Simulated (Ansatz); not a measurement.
Input:

CsPbCl₃ (cubic perovskite)

```xyz
5
Lattice="5.7357 0.0000 0.0000 0.0000 5.7357 0.0000 0.0000 0.0000 5.7357" Properties=species:S:1:pos:R:3 pbc="T T T"
Cs     0.0000     0.0000     0.0000
Pb     2.8678     2.8678     2.8678
Cl     0.0000     2.8678     2.8678
Cl     2.8678     2.8678     0.0000
Cl     2.8678     0.0000     2.8678
```

In each cell atom 1 (Cs, nearest neighbour Cl at 4.056 Å; its periodic images, 5.7 Å or more away, move with it) moves by s·(-0.707, 0.000, 0.707) (towards the nearest neighbour), the rest being held.

Computed with PBE (plane waves to 420 eV, PAW, scalar-relativistic; Ansatz, an electronic-structure program). k mesh 5×5×5 (Γ-centred), Fermi-Dirac smearing 0.05 eV. Energies are smeared free energies. CsPbCl3 was relaxed with its symmetry unable to fall. Spin-orbit coupling is left out, though Pb is heavy. The PAW data are Ansatz's earlier set. This is a high-temperature form of CsPbCl3. ΔE is measured from the undisplaced structure.

The scan covers s from -1.220 to 1.220 Å in 11 points.

Q: Is this a single well or a double well?

A: A single well with its minimum at or next to zero displacement.

Q: Is the energy the same for equal positive and negative displacements?

A: Even: the same for both signs. With its periodic images moving along, the atom's site symmetry in this cell is m-3m.

Q: What force acts on the atom along the line at s = -1.220 Å?

A: 2.01 eV/Å.

Q: What is the energy change at s = 1.220 Å?

A: 543 meV/cell.

(For displaced atoms, the force is minus the slope of the energy, and its curvature is a force constant, which sets phonon frequencies.)
